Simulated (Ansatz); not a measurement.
Relaxed Te (trigonal-Te type, space group P3_121):

```
Te
1.0
    4.62355     0.00000     0.00000
   -2.31177     4.00411     0.00000
    0.00000     0.00000     5.90437
Te
3
Direct
  0.25344   0.00000   0.33333
  0.00000   0.25344   0.66667
  0.74656   0.74656   0.00000
```

The numbers are results of r2SCAN (plane waves to 500 eV, PAW, scalar-relativistic; Ansatz, a quantum-chemistry and plane-wave program), not measurements. k mesh 7×7×5 (Γ-centred), Fermi-Dirac smearing 0.05 eV. As the smearing reaches across the gap at some points, energies and forces of such displacements shift with the k mesh and the smearing. Spin-orbit coupling is left out, though Te is heavy. Te was relaxed with its symmetry unable to fall. The PAW data are Ansatz's earlier set.

One atom of the cell was then moved (with its periodic images), all else fixed, and the forces (eV/Å) came out as:

| atom | Fx | Fy | Fz |
|---|---|---|---|
| Te1 | -0.089 | -0.384 | -0.915 |
| Te2 | -0.057 | 0.169 | 0.582 |
| Te3 | 0.146 | 0.215 | 0.333 |

Which atom was moved, and by which vector (Å)?

Te1, by (0.15, 0.15, 0.21), 0.30 Å in all.

(A displaced cell: forces are minus the slopes of the energy, force constants its curvatures, and phonons follow from these.)
